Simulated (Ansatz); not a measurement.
MoSi2: how the free axis answers a strain

MoSi2, I4/mmm, a = 3.202 Å, c = 7.819 Å. Ansatz: r2SCAN, PAW, 500 eV, Γ-centred 12×12×6 mesh on 6 atoms, Gaussian smearing 0.10 eV; no spin polarisation. Series: uniaxial strain along a, with b, c and atoms relaxed; x is the strain in per cent. y is the change of c in per cent of 7.819 Å.

```tsv
x (%)	y (%)
-4.5	?
-3.0	0.41
-1.5	0.20
0.0	0.00
1.5	-0.20
3.0	-0.37
```

Q: Fit y = c1 x + c2 x² to the other rows, say what c1 measures, and predict the missing y.

A: Least squares on the rows shown. y = −0.1307 x + 0.002092 x². So −c1 = 0.131 is Poisson's ratio for this pair of axes. Along b the same runs (not shown) give 0.25. At x = -4.5 the fit asked for gives 0.63 %. The run gave 0.66 %, so the fit is 0.03 % too low, a small miss on the scale of the series. The form still works here, 25 % of the fitted range beyond its end.